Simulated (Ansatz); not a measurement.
ZnCdSe2 in space group P-4m2 (No. 115; Zn on 1c, Cd on 1a, Se on 2g), LDA (plane waves, PAW; program Ansatz). The conduction-band minimum lies at Γ, with 1 equivalent valley. Second derivatives d²E/dk² of the lowest band at one valley (eV·Å²), along Cartesian directions:

| direction | d²E/dk² |
|---|---|
| [100] | 125.4 |
| [010] | 125.4 |
| [001] | 101.0 |
| [110] | 125.5 |
| [101] | 113.2 |
| [011] | 113.2 |

**Question.** Find the principal effective masses, the density-of-states mass and the conductivity mass.

**Answer.** Off-diagonal terms follow from H_xy = H[110] − (H_xx + H_yy)/2, and m*/mₑ = 7.620 eV·Å² over each eigenvalue: 0.061, 0.061, 0.075. One valley's DOS mass (m₁m₂m₃)^(1/3) = 0.065, conductivity mass 3/(Σ 1/mᵢ) = 0.065 mₑ.

**Question.** What effective density of states Nc follows at 300 K for parabolic valleys?

**Answer.** Nc = 2.509e19 × 1 × (0.065)^(3/2) ≈ 4.2e17 cm⁻³.

**Question.** With the computed static dielectric constant 11.0 (mean of the diagonal), estimate a hydrogenic donor's binding energy and radius.

**Answer.** E = 13.606 eV × 0.065/11.0² ≈ 7.3 meV; a = 0.529 Å × ε/m* ≈ 90 Å. Semilocal masses tend to be too small where the gap is.

The workflow started from a Materials Project entry (that database holds measured and hypothetical structures alike); the Crystallography Open Database copy checked does not list it. Its standing as an ambient phase is unchecked. Symmetry was held in the LDA relaxation; phonons on a q-mesh show no instability. Scalar-relativistic: spin–orbit coupling is off unless named, which matters more the heavier the elements.

Potentials: the later of the program's two PAW sets.
